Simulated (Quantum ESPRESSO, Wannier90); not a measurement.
## Wannier functions of GaSb (zinc blende)

```xyz
2
Lattice="0.0000 3.0686 3.0686 3.0686 0.0000 3.0686 3.0686 3.0686 0.0000" Properties=species:S:1:pos:R:3 pbc="T T T"
Ga     0.0000     0.0000     0.0000
Sb     1.5343     1.5343     1.5343
```

Cell from Materials Project (mp-1156), symmetrised, no further relaxation. COD (Crystallography Open Database) has an entry of this formula and space group (matched by these alone). Method: PBE plane waves in Quantum ESPRESSO 7.5 (PseudoDojo norm-conserving files, 64 Ry, no spin polarisation, no spin-orbit coupling), Bloch states on a 8×8×8 mesh through Γ, Wannier90 4.0.1. Density: 10×10×10 mesh, Gaussian smearing 0.01 Ry. Spin-orbit coupling is left out although heavy elements are present.

Functional, cutoff and mesh named above are those of the base row (8×8×8); the first column says what each row takes instead. Model: 8 functions from bands 11-25, start hydrogen-like Ga: s;p; Sb: s;p, centres 0.05 Å off the atoms, frozen window tied to the conduction edge or Fermi level of each row, as listed, which moves Ω_I and hoppings a little by itself. Energies are relative to the Fermi level; the misfit is to pw.x on a path, for states up to 1.0 eV relative to the Fermi level. Only the mesh of Bloch states changes. The disentangled Ω_I can sit in another minimum from row to row.

Among the meshes 3×3×3, 4×4×4, 5×5×5, 7×7×7, 8×8×8, 10×10×10, which is the coarsest that interpolates to 20 meV rms?

7×7×7.

```json
[
 {"mesh": "3×3×3", "frozen to (eV)": "1.50", "Ω_I (Å²)": "10.06", "rms misfit (meV)": "143", "k-points (cost)": "27", "rough cost of nscf and overlaps (first row = 1)": "1.0"},
 {"mesh": "4×4×4", "frozen to (eV)": "1.50", "Ω_I (Å²)": "11.50", "rms misfit (meV)": "29", "k-points (cost)": "64", "rough cost of nscf and overlaps (first row = 1)": "1.9"},
 {"mesh": "5×5×5", "frozen to (eV)": "1.50", "Ω_I (Å²)": "11.92", "rms misfit (meV)": "25", "k-points (cost)": "125", "rough cost of nscf and overlaps (first row = 1)": "2.9"},
 {"mesh": "7×7×7", "frozen to (eV)": "1.50", "Ω_I (Å²)": "13.00", "rms misfit (meV)": "14", "k-points (cost)": "343", "rough cost of nscf and overlaps (first row = 1)": "7"},
 {"mesh": "8×8×8", "frozen to (eV)": "1.50", "Ω_I (Å²)": "13.16", "rms misfit (meV)": "7.9", "k-points (cost)": "512", "rough cost of nscf and overlaps (first row = 1)": "12"},
 {"mesh": "10×10×10", "frozen to (eV)": "1.50", "Ω_I (Å²)": "13.45", "rms misfit (meV)": "5.3", "k-points (cost)": "1000", "rough cost of nscf and overlaps (first row = 1)": "18"}
]
```

Ω_I still rises with the mesh: the finite-difference spreads converge slowly and from below.
